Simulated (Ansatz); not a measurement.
GaGeO₃ (P4mm), relaxed with LDA (Ansatz, a quantum-chemistry and plane-wave program, plane waves, PAW): a = b = 3.452 Å, c = 4.690 Å, α = β = γ = 90.00°.

| Item | Value |
|---|---|
| ΔH_f (eV/atom) | -1.35 |

Task: The same phase is relaxed and computed with r²SCAN+D4 in the same code. What are the cell and these values now?

Result: a = b = 3.4831 Å, c = 4.7200 Å, α = β = γ = 90.00°.

- ΔH_f (eV/atom) = -1.31

Typed or built starts, not in the databases checked: GaGeO3, P4mm (Ga on 1b, Ge on 1a, O on 2c, O on 1b). Weakly bound layers, chains or molecules computed without a dispersion correction, so cells and soft constants are ill determined: GaGeO3, P4mm (Ga on 1b, Ge on 1a, O on 2c, O on 1b) with LDA. Unstable at this level: GaGeO3, P4mm (Ga on 1b, Ge on 1a, O on 2c, O on 1b) with LDA. All cells were relaxed under the symmetry of their starts (and spin orders); stability against distortions was not tested throughout. Spin–orbit coupling is left out wherever it is not named.

Potentials: the later of the program's two PAW sets.

Ansatz is a plane-wave DFT program.

Formation energies count from the lowest solids of the elements computed at the same level, not from gases.
